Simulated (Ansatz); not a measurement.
Starting cell, LiNbO3 (LiNbO3 type, space group R3c):

```xyz
10
Lattice="2.5949 1.4982 4.6719 -2.5949 1.4982 4.6719 0.0000 -2.9963 4.6719" Properties=species:S:1:pos:R:3 pbc="T T T"
Li     0.0000     0.0000     9.8478
Li     0.0000     0.0000     2.8400
Nb     0.0000     0.0000    13.7893
Nb     0.0000     0.0000     6.7815
O     -0.6421     1.4586     8.2375
O      1.5842    -0.1732     8.2375
O     -0.9421    -1.2854     8.2375
O      1.0107     1.3250     5.9016
O      0.6421    -1.5378     5.9016
O     -1.6528     0.2128     5.9016
```

The atoms are displaced by Q × the pattern below (from a DFPT mode at Γ, largest move 1; Q in Å), at fixed cell. It is one choice among 2 degenerate patterns.

```
atom       x       y       z
----  ------  ------  ------
Li1    0.120   0.525   0.000
Li2    0.120  -0.525   0.000
Nb3    0.197  -0.305   0.000
Nb4    0.197   0.305   0.000
O5    -0.283  -0.564   0.701
O6    -0.478  -0.503  -0.136
O7    -0.433  -0.702  -0.565
O8    -0.478   0.503   0.136
O9    -0.283   0.564  -0.701
O10   -0.433   0.702   0.565
```

Level of theory: PBE (plane waves to 420 eV, PAW, scalar-relativistic; Ansatz, a first-principles code). k mesh 8×8×8 (Γ-centred), Fermi-Dirac smearing 0.05 eV. The energy includes the smearing's −TS. LiNbO3 is run without spin polarisation. LiNbO3 was relaxed with its symmetry unable to fall. The zero of ΔE is the undisplaced structure.

| Q (Å) | ΔE (meV/cell) |
|---|---|
| -0.2800 | 412 |
| -0.2333 | 265 |
| -0.1867 | 158 |
| -0.1400 | 84 |
| -0.0933 | withheld |
| -0.0467 | 9 |
| 0.0000 | 0 |
| 0.0467 | 9 |
| 0.0933 | withheld |
| 0.1400 | 84 |
| 0.1867 | 158 |
| 0.2333 | 265 |
| 0.2800 | 412 |

### Question
Fit an even polynomial form (powers 2, 4) to the given rows and predict ΔE at Q = -0.0933.

### Answer
Least squares on the 11 given rows: ΔE = (3967)·Q² + (16440)·Q⁴, in meV/cell with Q in Å; root-mean-square residual 0.2 meV/cell. At -0.0933 the fit gives 36 meV/cell; the calculation gives 36 meV/cell, the same to the digits shown. The quadratic term alone would give 35 meV/cell.

(A displaced cell: forces are minus the slopes of the energy, force constants its curvatures, and phonons follow from these.)
